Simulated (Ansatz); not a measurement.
A distorted cell of InSb (zinc blende):

```
CELL_PARAMETERS angstrom
      0.00000     3.45793     3.18129
      3.45793     0.00000     3.18129
      3.45793     3.45793     0.00000
ATOMIC_POSITIONS crystal
  Sb 0.75000 0.75000 0.75000
  In 0.00000 0.00000 0.00000
```

Calculation: r2SCAN (plane waves to 500 eV, PAW, scalar-relativistic; Ansatz, a first-principles code). k mesh 12×12×12 (Γ-centred), Fermi-Dirac smearing 0.05 eV. E stands for the smeared free energy. Compression counts positive. With partly filled bands, the response to shear is sensitive to the k mesh, so small differences along c/a are uncertain. At this level the bands of InSb touch or barely overlap; measurements give the solid a gap. InSb was relaxed with its symmetry unable to fall. Spin-orbit coupling is left out, though Sb is heavy.

Give the stress tensor in GPa and the pressure.


```
   -3.6      0.0      0.0
    0.0     -3.6      0.0
    0.0      0.0     -1.4
```
The pressure, a third of the trace, is -2.8 GPa.

It is the relaxed cell deformed to V/V₀ = 1.080, (c/a)/(c/a)₀ = 0.920, c along z, fractional positions held. What is its energy relative to the relaxed cell?

41 meV/atom.

(Under strain, the slope of the energy per volume gives the stress and its curvature an elastic modulus.)
